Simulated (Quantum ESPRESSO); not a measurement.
One change at a time to Al2GaHfPt4

All numbers below are calculated, not measured. They come from Quantum ESPRESSO 7.5, a public plane-wave density functional program. Each row is one single-point run on a made-up periodic cell of eight metal atoms, with elements, volume, strain and displacements drawn at random and not relaxed, so a cell may be unstable or far from any real phase. There is no spin polarisation or spin-orbit coupling.

Settings: PBE unless stated; PseudoDojo standard norm-conserving files; Fermi-Dirac width 0.25 eV, which means electrons at about 2900 K; cutoff 1143 eV; 6 x 4 x 4 k mesh shifted half a step off Gamma. E is the free energy of the whole cell (internal energy minus TS), so a -TS column is already part of it. Stress is positive in tension, and the pressure P is minus a third of its trace.

Checks: one run of this series was repeated at a higher cutoff and on a denser mesh, which moved values by no more than 0.013 eV, 0.17 GPa and 0.015 eV/Å, and a second program with other atomic files agreed on it to 2 % rms in force and 0.5 GPa in pressure. Known limits: heavy elements are run without spin-orbit coupling, which real alloys of them have; a spin test at this wide smearing found no moment, but such smearing suppresses magnetism that the real alloy may have.

The lattice is face-centred cubic, and the cell vectors in Å are (0.000, 4.029, 0.000); (-4.029, 0.000, -4.029); (-4.029, 0.000, 4.029), a volume of 130.78 Å³ in run 1. The elements on sites 1 to 8 are Pt Al Pt Pt Ga Hf Al Pt. Each later run makes one change to run 1 and keeps the rest. E is counted from run 1, and is n/a where other atomic files have another zero of energy.

| run | change | V (Å³) | P (GPa) | -TS (eV) | rms force (eV/Å) | largest change of a force component (eV/Å) | E (eV) |
|---|---|---|---|---|---|---|---|
| 1 | none | 130.78 | 2.82 | -0.786 | 1.482 | 0.000 | 0.000 |
| 2 | sites 7 and 8 exchanged | 130.78 | 1.49 | -0.796 | 1.444 | 1.982 | -0.234 |
| 3 | all lengths scaled by +1.10 % | 135.15 | -2.43 | -0.815 | 1.296 | 0.503 | -0.003 |
| 4 | PBEsol in place of PBE | 130.78 | -3.47 | -0.787 | 1.388 | 0.294 | n/a |
| 5 | site 1 moved by +0.24 Å along y | 130.78 | 3.83 | -0.786 | 1.534 | 1.272 | ? |

## Worked estimate

Along the move dE = -F dx. The force on site 1 along y is 0.109 eV/Å in run 1 and -1.162 eV/Å in run 5, and the move is +0.24 Å, so the mean force times the move gives an estimate.

## Withheld value

Question: what E should run 5 give?

The estimate is 0.126 eV. The calculation gave 0.119 eV. The mean of two end points misses the curvature of the force.
